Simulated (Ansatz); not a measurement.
The relaxed structure here is a generated cell of Al: the first start was made by placing the elements on the sites of a structure type, and the end was not matched to a known phase here, so it may be hypothetical. Known forms of Al include space group No. 225.

A relaxed cell of Al (Pm-3n (No. 223)), relaxed on a k-mesh at least as fine as the one used below. Calculation: PBE (plane waves to 420 eV, PAW, scalar-relativistic; Ansatz, a quantum-chemistry and plane-wave program). Γ-centred k-mesh 7×7×7 on the run's cell (coarser than for final values), Fermi–Dirac smearing 0.05 eV.

```
Al
1.0
    5.13625     0.00000     0.00000
    0.00000     5.13625     0.00000
    0.00000     0.00000     5.13625
Al
8
Cartesian
  1.28406   0.00000   2.56813
  3.85219   0.00000   2.56813
  0.00000   2.56813   1.28406
  0.00000   2.56813   3.85219
  2.56813   1.28406   0.00000
  2.56813   3.85219   0.00000
  0.00000   0.00000   0.00000
  2.56813   2.56813   2.56813
```

The atoms are displaced by (Å):

```csv
atom,ux,uy,uz
Al1,0.084,0.003,0.089
Al2,-0.133,-0.014,0.003
Al3,-0.112,0.013,0.010
Al4,0.027,0.028,0.082
Al5,-0.048,-0.079,-0.020
Al6,-0.028,0.032,0.028
Al7,-0.056,0.163,-0.075
Al8,0.131,-0.025,-0.027
```

**Question.** What forces (eV/Å) and pressure result?

**Answer.** 
```json
[
 {"atom": "Al1", "Fx": "-2.11", "Fy": "-0.05", "Fz": "-0.22"},
 {"atom": "Al2", "Fx": "2.20", "Fy": "-0.04", "Fz": "-0.19"},
 {"atom": "Al3", "Fx": "0.51", "Fy": "0.20", "Fz": "0.49"},
 {"atom": "Al4", "Fx": "0.21", "Fy": "0.36", "Fz": "-0.78"},
 {"atom": "Al5", "Fx": "-0.02", "Fy": "1.14", "Fz": "0.04"},
 {"atom": "Al6", "Fx": "-0.03", "Fy": "-0.97", "Fz": "-0.03"},
 {"atom": "Al7", "Fx": "0.08", "Fy": "-0.76", "Fz": "0.43"},
 {"atom": "Al8", "Fx": "-0.84", "Fy": "0.12", "Fz": "0.26"}
]
```

Pressure +1.5 GPa.

**Question.** Estimate the energy cost of the displacement in the harmonic approximation and compare with the calculation.

**Answer.** For a harmonic well ΔE = −½ Σ F·u = 0.494 eV a cell, or 62 meV/atom. The calculated energy relative to the undisplaced cell is +0.06 eV/atom, so the harmonic estimate holds well.

No spin polarisation in the result.

The run that gave the undisplaced cell could not lose the symmetry of its start: the end is stationary, and may be a saddle point rather than a minimum.
